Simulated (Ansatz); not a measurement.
# Ge: computed property card

Ge:
Space group R-3, hexagonal axes (No. 148); a = 9.8462 Å, b = 9.8462 Å, c = 5.8600 Å, α = 90.00°, β = 90.00°, γ = 120.00°

```
atom  site  symmetry       x       y       z
----  ----  --------  ------  ------  ------
Ge      6c        3.  0.0000  0.0000  0.2841
Ge     18f         1  0.0372  0.2669  0.2367
```
(The calculation used a cell of 8 atoms; values per cell refer to that cell.)

Space group R-3 (No. 148); conventional cell a = b = 9.8462 Å, c = 5.8600 Å, α = β = 90.00°, γ = 120.00°.

Method: the program Ansatz at the PBEsol level (PAW). Structure relaxed to zero pressure with the same functional. Other levels are named where they apply.

Cell and energy:

| Quantity | Result |
|---|---|
| Volume per atom | 20.50 Å³ |
| Density | 5.88 g/cm³ |

Electronic structure:

| Property | Result |
|---|---|
| Electronic character | metallic (no gap) |
| Density of states at the Fermi level | 0.12 states/eV per atom (mean over ±0.08 eV) |
| Gap with spin–orbit coupling | none (metallic) |

Mechanics:

| Item | Value |
|---|---|
| Bulk modulus (Birch–Murnaghan fit) | 63.2 GPa |
| Pressure derivative B′ | 4.9 |

Phonons:

| Property | Value |
|---|---|
| Highest zone-centre frequency | 33.0 meV |
| Zone-centre stability | no imaginary mode at Γ |

The first step of the workflow began from a Materials Project structure, measured or hypothetical; the Crystallography Open Database copy checked does not list it. It is not the phase usual at ambient conditions (space group No. 227). Symmetry was held in the PBEsol relaxation. As this level gives no gap, phonon frequencies hold no LO–TO term and depend on the k-mesh and smearing (Fermi–Dirac, 0.1 eV here). Spin–orbit coupling is left out wherever it is not named.

Potentials: the earlier of the program's two PAW sets. The files were generated under PBE; for other functionals the program regenerates the frozen cores, and for LDA and PBEsol the local potential too.
